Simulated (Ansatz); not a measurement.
A 14-atom cell of Ge₂CN₄ built on β-Si3N4 (relaxed group Pm): a relaxation of cell and atoms in the PAW code Ansatz (r2SCAN). It starts from the PBE minimum.

```yaml
crystal:
  lattice:
    - [7.1968078665, 0.0, 0.0376303438]
    - [0.0, 2.9695749548, 0.0]
    - [-3.5658150996, 0.0, 6.7421813037]
  atoms:
    - { symbol: Ge, position: [0.5889765567, 0.5, 0.8437215777] }
    - { symbol: Ge, position: [0.8327355994, 0.0, 0.2285308226] }
    - { symbol: Ge, position: [0.7635925069, 0.0, 0.5830835172] }
    - { symbol: Ge, position: [0.2664717741, 0.5, 0.4161694503] }
    - { symbol: C, position: [0.1955186968, 0.5, 0.8033436987] }
    - { symbol: C, position: [0.4074129636, 0.0, 0.1746338411] }
    - { symbol: "N", position: [0.3086034356, 0.5, 0.6908218986] }
    - { symbol: "N", position: [0.6185257639, 0.0, 0.2952387238] }
    - { symbol: "N", position: [0.6260465712, 0.5, 0.6133356366] }
    - { symbol: "N", position: [0.7337413318, 0.0, 0.9647664801] }
    - { symbol: "N", position: [0.0508929746, 0.0, 0.7615708551] }
    - { symbol: "N", position: [0.9796093129, 0.5, 0.343358804] }
    - { symbol: "N", position: [0.2749321915, 0.0, 0.2655439978] }
    - { symbol: "N", position: [0.3529403209, 0.5, 0.0158806964] }
kpoints:
  mp_grid: { grid: [4, 8, 4] }
hamiltonian:
  xc: r2scan
scf:
  occupations: { method: fermi_dirac, width: 0.02 }
relax:
  f_tol: 0.005
  cell: {}
output:
  write_density: true
  write_potential: true
  elf: true
  volumetric_format: npy
```

Of the 13 recorded frames of the trajectory, 11 are shown, each with fractional positions and then forces in eV/Å along x, y and z. Some frames, the last among them, repeat a geometry solved again on a basis re-selected at its cell; pressure is positive in compression.

Step 1: energy 0.0 meV/atom from step 1, largest force component 0.387 eV/Å, pressure -6.44 GPa; a = 7.197 Å, b = 2.970 Å, c = 7.627 Å, α = 90.00°, β = 117.57°, γ = 90.00°
```
Ge 0.5890 0.5000 0.8437     0.116   0.000  -0.120
Ge 0.8327 0.0000 0.2285    -0.009   0.000   0.032
Ge 0.7636 0.0000 0.5831    -0.254   0.000  -0.025
Ge 0.2665 0.5000 0.4162    -0.155   0.000  -0.152
C  0.1955 0.5000 0.8033     0.090   0.000   0.018
C  0.4074 0.0000 0.1746     0.027   0.000   0.103
N  0.3086 0.5000 0.6908     0.375   0.000   0.041
N  0.6185 0.0000 0.2952     0.262   0.000   0.101
N  0.6260 0.5000 0.6133     0.165   0.000   0.117
N  0.7337 0.0000 0.9648    -0.387   0.000   0.054
N  0.0509 0.0000 0.7616    -0.174   0.000  -0.250
N  0.9796 0.5000 0.3434     0.026   0.000  -0.275
N  0.2749 0.0000 0.2655    -0.101   0.000   0.324
N  0.3529 0.5000 0.0159     0.019   0.000   0.032
```

Step 2: energy -5.8 meV/atom from step 1, largest force component 0.233 eV/Å, pressure -2.50 GPa; a = 7.149 Å, b = 2.950 Å, c = 7.579 Å, α = 90.00°, β = 117.57°, γ = 90.00°
```
Ge 0.5895 0.5000 0.8439     0.049   0.000  -0.033
Ge 0.8333 0.0000 0.2289     0.003   0.000   0.048
Ge 0.7625 0.0000 0.5829    -0.080   0.000  -0.082
Ge 0.2665 0.5000 0.4161    -0.112   0.000  -0.026
C  0.1956 0.5000 0.8031    -0.115   0.000  -0.056
C  0.4074 0.0000 0.1746     0.020   0.000  -0.154
N  0.3092 0.5000 0.6903     0.175   0.000   0.001
N  0.6191 0.0000 0.2956     0.187   0.000   0.186
N  0.6248 0.5000 0.6127     0.137   0.000   0.056
N  0.7344 0.0000 0.9651    -0.222   0.000   0.024
N  0.0499 0.0000 0.7609     0.014   0.000  -0.135
N  0.9799 0.5000 0.3443     0.011   0.000  -0.178
N  0.2738 0.0000 0.2653    -0.040   0.000   0.233
N  0.3542 0.5000 0.0162    -0.025   0.000   0.117
```

Step 3: energy -7.4 meV/atom from step 1, largest force component 0.222 eV/Å, pressure +0.28 GPa; a = 7.129 Å, b = 2.937 Å, c = 7.548 Å, α = 90.00°, β = 117.62°, γ = 90.00°
```
Ge 0.5889 0.5000 0.8438     0.109   0.000  -0.032
Ge 0.8337 0.0000 0.2292     0.048   0.000   0.053
Ge 0.7623 0.0000 0.5821    -0.110   0.000  -0.011
Ge 0.2668 0.5000 0.4170    -0.051   0.000  -0.056
C  0.1944 0.5000 0.8024    -0.143   0.000  -0.039
C  0.4077 0.0000 0.1747    -0.067   0.000  -0.222
N  0.3090 0.5000 0.6901     0.116   0.000  -0.044
N  0.6203 0.0000 0.2962     0.075   0.000   0.107
N  0.6255 0.5000 0.6129     0.030   0.000   0.077
N  0.7327 0.0000 0.9654    -0.064   0.000  -0.014
N  0.0493 0.0000 0.7584     0.066   0.000  -0.001
N  0.9802 0.5000 0.3437     0.025   0.000  -0.057
N  0.2754 0.0000 0.2673    -0.029   0.000   0.089
N  0.3536 0.5000 0.0168    -0.005   0.000   0.151
```

Step 4: energy -7.6 meV/atom from step 1, largest force component 0.143 eV/Å, pressure +0.28 GPa; a = 7.134 Å, b = 2.937 Å, c = 7.550 Å, α = 90.00°, β = 117.66°, γ = 90.00°
```
Ge 0.5893 0.5000 0.8439     0.069   0.000  -0.033
Ge 0.8338 0.0000 0.2296    -0.010   0.000   0.058
Ge 0.7618 0.0000 0.5822    -0.035   0.000  -0.020
Ge 0.2666 0.5000 0.4168    -0.061   0.000  -0.031
C  0.1943 0.5000 0.8020    -0.096   0.000  -0.039
C  0.4073 0.0000 0.1743    -0.008   0.000  -0.143
N  0.3096 0.5000 0.6900     0.016   0.000   0.003
N  0.6203 0.0000 0.2964     0.043   0.000   0.069
N  0.6262 0.5000 0.6138     0.043   0.000   0.028
N  0.7321 0.0000 0.9658    -0.027   0.000  -0.014
N  0.0495 0.0000 0.7572     0.043   0.000   0.012
N  0.9804 0.5000 0.3431     0.029   0.000  -0.019
N  0.2757 0.0000 0.2677    -0.003   0.000   0.050
N  0.3532 0.5000 0.0171    -0.004   0.000   0.078
```

Step 5: energy -7.8 meV/atom from step 1, largest force component 0.063 eV/Å, pressure 0.00 GPa; a = 7.155 Å, b = 2.937 Å, c = 7.551 Å, α = 90.00°, β = 117.80°, γ = 90.00°
```
Ge 0.5895 0.5000 0.8434     0.026   0.000  -0.029
Ge 0.8336 0.0000 0.2305    -0.063   0.000  -0.022
Ge 0.7618 0.0000 0.5825    -0.002   0.000   0.001
Ge 0.2657 0.5000 0.4163    -0.025   0.000  -0.040
C  0.1939 0.5000 0.8014     0.049   0.000   0.007
C  0.4070 0.0000 0.1737     0.006   0.000   0.016
N  0.3100 0.5000 0.6898    -0.005   0.000   0.034
N  0.6206 0.0000 0.2969     0.012   0.000  -0.011
N  0.6277 0.5000 0.6147     0.001   0.000   0.034
N  0.7306 0.0000 0.9664     0.010   0.000   0.010
N  0.0500 0.0000 0.7559    -0.021   0.000   0.005
N  0.9805 0.5000 0.3423     0.025   0.000   0.010
N  0.2767 0.0000 0.2685     0.002   0.000   0.004
N  0.3526 0.5000 0.0177    -0.016   0.000  -0.019
```

Step 8 (rejected): energy -7.8 meV/atom from step 1, largest force component 0.051 eV/Å, pressure -0.02 GPa; a = 7.165 Å, b = 2.937 Å, c = 7.551 Å, α = 90.00°, β = 117.79°, γ = 90.00°
```
Ge 0.5898 0.5000 0.8423     0.051   0.000   0.016
Ge 0.8319 0.0000 0.2300    -0.013   0.000  -0.023
Ge 0.7630 0.0000 0.5831    -0.028   0.000   0.018
Ge 0.2634 0.5000 0.4153     0.015   0.000   0.007
C  0.1950 0.5000 0.8018    -0.021   0.000  -0.010
C  0.4070 0.0000 0.1741     0.020   0.000   0.013
N  0.3106 0.5000 0.6898    -0.039   0.000  -0.003
N  0.6202 0.0000 0.2973    -0.023   0.000  -0.031
N  0.6297 0.5000 0.6155     0.006   0.000  -0.014
N  0.7299 0.0000 0.9661    -0.001   0.000   0.019
N  0.0509 0.0000 0.7563     0.021   0.000   0.002
N  0.9791 0.5000 0.3416     0.024   0.000   0.019
N  0.2768 0.0000 0.2692     0.007   0.000  -0.018
N  0.3527 0.5000 0.0179    -0.018   0.000   0.006
```

Step 9: energy -7.9 meV/atom from step 1, largest force component 0.024 eV/Å, pressure +0.01 GPa; a = 7.161 Å, b = 2.936 Å, c = 7.556 Å, α = 90.00°, β = 117.85°, γ = 90.00°
```
Ge 0.5907 0.5000 0.8424    -0.009   0.000  -0.024
Ge 0.8322 0.0000 0.2302    -0.023   0.000   0.014
Ge 0.7626 0.0000 0.5826     0.008   0.000  -0.008
Ge 0.2642 0.5000 0.4158     0.005   0.000  -0.006
C  0.1948 0.5000 0.8017    -0.009   0.000   0.005
C  0.4064 0.0000 0.1737     0.007   0.000  -0.007
N  0.3107 0.5000 0.6902     0.023   0.000   0.013
N  0.6199 0.0000 0.2969     0.020   0.000  -0.004
N  0.6292 0.5000 0.6150    -0.024   0.000   0.022
N  0.7308 0.0000 0.9665     0.004   0.000  -0.005
N  0.0506 0.0000 0.7560     0.014   0.000   0.001
N  0.9797 0.5000 0.3423    -0.015   0.000  -0.006
N  0.2764 0.0000 0.2689    -0.002   0.000   0.002
N  0.3518 0.5000 0.0179     0.002   0.000   0.003
```

Step 10: energy -7.9 meV/atom from step 1, largest force component 0.020 eV/Å, pressure 0.00 GPa; a = 7.162 Å, b = 2.936 Å, c = 7.556 Å, α = 90.00°, β = 117.85°, γ = 90.00°
```
Ge 0.5907 0.5000 0.8421     0.010   0.000   0.017
Ge 0.8318 0.0000 0.2302     0.020   0.000  -0.012
Ge 0.7628 0.0000 0.5827     0.008   0.000   0.001
Ge 0.2639 0.5000 0.4156    -0.012   0.000  -0.013
C  0.1950 0.5000 0.8018    -0.011   0.000   0.005
C  0.4064 0.0000 0.1737    -0.003   0.000  -0.003
N  0.3110 0.5000 0.6902    -0.007   0.000  -0.003
N  0.6198 0.0000 0.2969    -0.009   0.000   0.009
N  0.6295 0.5000 0.6151     0.000   0.000  -0.002
N  0.7306 0.0000 0.9664     0.001   0.000   0.007
N  0.0509 0.0000 0.7560    -0.005   0.000  -0.007
N  0.9793 0.5000 0.3423     0.012   0.000   0.003
N  0.2764 0.0000 0.2690    -0.003   0.000  -0.002
N  0.3518 0.5000 0.0180    -0.001   0.000   0.000
```

Step 11: energy -7.9 meV/atom from step 1, largest force component 0.006 eV/Å, pressure 0.00 GPa; a = 7.162 Å, b = 2.936 Å, c = 7.556 Å, α = 90.00°, β = 117.85°, γ = 90.00°
```
Ge 0.5908 0.5000 0.8423    -0.003   0.000  -0.003
Ge 0.8319 0.0000 0.2302    -0.001   0.000  -0.001
Ge 0.7628 0.0000 0.5826    -0.005   0.000   0.001
Ge 0.2639 0.5000 0.4156     0.003   0.000   0.006
C  0.1949 0.5000 0.8018     0.002   0.000  -0.001
C  0.4063 0.0000 0.1737     0.002   0.000   0.000
N  0.3109 0.5000 0.6903     0.000   0.000   0.000
N  0.6199 0.0000 0.2969    -0.002   0.000   0.000
N  0.6294 0.5000 0.6151     0.005   0.000  -0.004
N  0.7307 0.0000 0.9665     0.001   0.000   0.000
N  0.0508 0.0000 0.7560     0.000   0.000  -0.001
N  0.9794 0.5000 0.3422    -0.003   0.000   0.001
N  0.2764 0.0000 0.2689     0.002   0.000  -0.001
N  0.3518 0.5000 0.0180     0.000   0.000   0.001
```

Step 12: energy -7.9 meV/atom from step 1, largest force component 0.002 eV/Å, pressure 0.00 GPa; a = 7.161 Å, b = 2.936 Å, c = 7.556 Å, α = 90.00°, β = 117.85°, γ = 90.00°
```
Ge 0.5908 0.5000 0.8423     0.000   0.000   0.000
Ge 0.8319 0.0000 0.2302     0.000   0.000   0.000
Ge 0.7628 0.0000 0.5826     0.001   0.000   0.000
Ge 0.2639 0.5000 0.4156     0.000   0.000  -0.001
C  0.1949 0.5000 0.8018    -0.002   0.000   0.000
C  0.4063 0.0000 0.1737     0.000   0.000  -0.001
N  0.3109 0.5000 0.6903     0.001   0.000   0.000
N  0.6199 0.0000 0.2969     0.001   0.000   0.000
N  0.6294 0.5000 0.6151    -0.001   0.000   0.001
N  0.7308 0.0000 0.9665     0.001   0.000   0.000
N  0.0508 0.0000 0.7559     0.001   0.000   0.000
N  0.9794 0.5000 0.3423     0.000   0.000   0.001
N  0.2764 0.0000 0.2689    -0.001   0.000   0.001
N  0.3518 0.5000 0.0180     0.000   0.000   0.000
```

Step 13: energy -7.7 meV/atom from step 1, largest force component 0.002 eV/Å, pressure 0.00 GPa; a = 7.161 Å, b = 2.936 Å, c = 7.556 Å, α = 90.00°, β = 117.85°, γ = 90.00°
```
Ge 0.5908 0.5000 0.8423    -0.001   0.000   0.000
Ge 0.8319 0.0000 0.2302     0.000   0.000   0.000
Ge 0.7628 0.0000 0.5826     0.001   0.000   0.000
Ge 0.2639 0.5000 0.4156     0.000   0.000  -0.001
C  0.1949 0.5000 0.8018    -0.002   0.000   0.000
C  0.4063 0.0000 0.1737     0.000   0.000  -0.001
N  0.3109 0.5000 0.6903     0.001   0.000   0.000
N  0.6199 0.0000 0.2969     0.001   0.000   0.000
N  0.6294 0.5000 0.6151    -0.001   0.000   0.001
N  0.7308 0.0000 0.9665     0.001   0.000   0.000
N  0.0508 0.0000 0.7559     0.002   0.000   0.000
N  0.9794 0.5000 0.3423     0.000   0.000   0.001
N  0.2764 0.0000 0.2689    -0.001   0.000   0.000
N  0.3518 0.5000 0.0180     0.000   0.000   0.000
```

In 12 steps the volume changed by -2.8 %; between the first SCF and the last, each on a basis chosen for its cell, the energy fell by 7.7 meV an atom. At the end: it is monoclinic, Pm (No. 6); a = 7.161 Å, b = 2.936 Å, c = 7.556 Å, β = 117.8° in the conventional setting, 10.03 Å³ an atom. Around Ge lie 4 N at 1.78–1.86 Å; around Ge lie 4 N at 1.77–1.81 Å; around Ge lie 4 N at 1.83–1.91 Å; around Ge lie 4 N at 1.84–1.94 Å; around C lie 4 N at 1.43–1.73 Å; around C lie 2 N at 1.37–1.42 Å; around N lie 1 C at 1.43 Å and 2 Ge at 1.78–1.94 Å; around N lie 1 C at 1.37 Å and 2 Ge at 1.81–1.91 Å (further sites aren't listed).

Wall time 75 s on 1 × NVIDIA H100 80GB HBM3 with 2 threads of AMD EPYC 7R13 Processor (Zen 3), with other jobs on the host, load about 0.7 per core; peak host memory 1.4 GiB.

These are computed values for a spin-unpolarised cell that may be hypothetical; none is a measurement.
